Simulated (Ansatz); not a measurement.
Axial (c/a) deformation path in P

Theory: DFT LDA, scalar-relativistic, plane waves, PAW in Ansatz 0.2.0. Settings: plane waves to 420 eV, k-mesh 18×18×18 (Γ-centred), Gaussian smearing 0.15 eV. No spin polarisation. Energies are free energies at this smearing, counted from the undisturbed cell; pressure is positive in compression.

Reference structure (as given, not relaxed at this level; it stands at -3.0 GPa; this form isn't the usual structure):

```yaml
crystal:
  lattice:
    - [1.72573, 0.99635, 3.12968]
    - [-1.72573, 0.99635, 3.12968]
    - [0.00000, -1.99270, 3.12968]
  atoms:
    - { symbol: P, position: [0.22708, 0.22708, 0.22708] }
    - { symbol: P, position: [0.77292, 0.77292, 0.77292] }
```

At fixed volume and fractional coordinates, lengths along (0.000, 0.000, 1.000) are scaled against those across it; ρ is that ratio over its starting value. The cell is metallic on the mesh throughout.

```tsv
ρ	ΔE (meV/atom)	pressure (GPa)
0.800	?	?
0.850	69.9	-6.8
0.920	13.6	-4.9
0.960	1.0	-3.9
1.000	0.0	-3.0
1.050	8.0	-2.0
1.100	21.9	-1.1
1.200	?	?
1.300	138.5	0.9
```

(1) Give the withheld values.

## Answers

(1) ΔE (meV/atom) at ρ = 0.800: 137.8; pressure (GPa) at ρ = 0.800: -8.1; ΔE (meV/atom) at ρ = 1.200: 65.5; pressure (GPa) at ρ = 1.200: 0.1.